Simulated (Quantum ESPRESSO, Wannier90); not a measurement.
## Ga2AsP (R3m), plane waves to Wannier functions

```yaml
crystal:
  lattice:
    - [-1.96511, 3.40367, 0.00000]
    - [-3.93022, 0.00000, 0.00000]
    - [-1.96511, 1.13456, 6.41726]
  atoms:
    - { symbol: Ga, position: [0.99756, 0.99756, 0.00733] }
    - { symbol: Ga, position: [0.50249, 0.50249, 0.49252] }
    - { symbol: P, position: [0.62502, 0.62502, 0.12493] }
    - { symbol: As, position: [0.12493, 0.12493, 0.62521] }
```

Cell from Materials Project (mp-1224789), symmetrised, no further relaxation. Not found in the COD (Crystallography Open Database) copy used; not checked further. Method: LDA plane waves in Quantum ESPRESSO 7.5 (PseudoDojo norm-conserving files, 64 Ry, no spin polarisation, no spin-orbit coupling), Bloch states on a 8×8×8 mesh through Γ, Wannier90 4.0.1. Density: 10×10×10 mesh, cold smearing 0.01 Ry. Spin-orbit coupling, left out, would split the p-like bands by a few tenths of an eV.

Base run: 16 functions from bands 16-41 of the 41 computed, start hydrogen-like Ga: s;p; P: s;p; As: s;p, centres 0.05 Å off the atoms, frozen window up to 2.30 eV relative to the valence-band maximum, outer window open. One thing is changed at a time; window edges are relative to the valence-band maximum. The misfit compares interpolated bands with pw.x on a high-symmetry path, for states up to 1.8 eV relative to the valence-band maximum. Converged means that the tolerances were met: symmetric starts can stop on a saddle, which shows as a larger Ω_OD at equal Ω_I and can move the misfit too.

Q: Which of these settings interpolates worst among those that finish?
A. frozen window to 1.80 eV
B. base
C. no frozen window
D. outer window to 15.04 eV
E. frozen window to 1.30 eV
F. frozen window to 0.30 eV

A: C, no frozen window. The whole sweep:

```csv
setting,functions,frozen to (eV),Ω_I (Å²),Ω_D (Å²),Ω_OD (Å²),rms misfit (meV),worst (meV),ended
base,16,2.30,24.77,0.07,3.26,4.5,81,converged
frozen window to 0.30 eV,16,0.30,22.62,0.04,3.13,126,1313,converged
frozen window to 1.30 eV,16,1.30,22.72,0.04,3.14,113,1286,converged
frozen window to 1.80 eV,16,1.80,23.53,0.06,3.18,16,169,converged
no frozen window,16,none,21.98,0.03,2.82,196,1807,converged
outer window to 15.04 eV,16,2.30,25.55,0.09,3.40,4.4,77,converged
outer window to 10.34 eV,16,2.30,38.96,0.31,6.95,7.5,39,converged
```
